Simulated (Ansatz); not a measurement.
# Structure types of Ru at a series of pressures

All-electron LAPW in Ansatz 0.2.0 under PBEsol, scalar-relativistic, energies extrapolated to zero smearing, no spin–orbit coupling; spin polarisation is left out. At each pressure a set of structure types was relaxed with symmetry kept. The table gives H = E + pV above the lowest type of that row in meV/atom (up to 5 of noise); a dash means not tried or turned into another type. Real phases may be missing from the set: fcc wasn't tried throughout, and may lie lower. k spacings are near 0.17 to 0.21 Å⁻¹, smearing 0.05 to 0.1 eV.

Problem. Among hcp, simple hexagonal, bcc, beta tin, sc, diamond, which leads at 52, 240, 520, 1900 GPa?

Solution. hcp at 52 GPa; hcp at 240 GPa; hcp at 520 GPa; hcp at 1900 GPa.

```json
{"p (GPa)": "52", "V of the lowest (Å³/atom)": "11.89", "hcp": "0", "simple hexagonal": "1211", "bcc": "769", "beta tin": "1409", "sc": "1724", "diamond": "–"}
{"p (GPa)": "240", "V of the lowest (Å³/atom)": "9.62", "hcp": "0", "simple hexagonal": "1830", "bcc": "973", "beta tin": "2249", "sc": "2772", "diamond": "–"}
{"p (GPa)": "520", "V of the lowest (Å³/atom)": "8.15", "hcp": "0", "simple hexagonal": "2337", "bcc": "1103", "beta tin": "–", "sc": "–", "diamond": "10942"}
{"p (GPa)": "1900", "V of the lowest (Å³/atom)": "5.69", "hcp": "0", "simple hexagonal": "3699", "bcc": "1268", "beta tin": "4869", "sc": "6514", "diamond": "–"}
```
